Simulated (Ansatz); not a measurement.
According to the program Ansatz at the PBE level (PAW), Si$_{3}$Ge in the tetragonal phase (P-4m2; Si on 2g, Si on 1a, Ge on 1c) relaxes to a = 3.914 Å, c = 5.527 Å. Si on 2g has 4 nearest neighbours from 2.38 Å (tetrahedral); Si on 1a has 4 nearest neighbours from 2.38 Å (tetrahedral); Ge has 4 nearest neighbours from 2.41 Å (tetrahedral). Against the elements it lies at 0.016 eV/atom, with no fitted shifts.

It is gapped at this level: 0.39 eV (indirect). The valence maximum lies at Γ and the conduction minimum at M. Gap from PBE with spin–orbit coupling: 0.35 eV. The electron mass is 0.19, 0.41, 0.41 mₑ (principal values).

The bulk modulus is 81.4 GPa.

The start of the workflow was typed in or built on a structure type; neither database checked (COD, Materials Project) lists it. Whether it is the stable phase at ambient conditions was not checked. The cell was relaxed with PBE under the symmetry of its start; whether a distortion lowers the energy is not shown. The references are the lowest solids computed at this level, not always the standard phases. Spin–orbit coupling is left out wherever it is not named.

Potentials: the earlier of the program's two PAW sets.
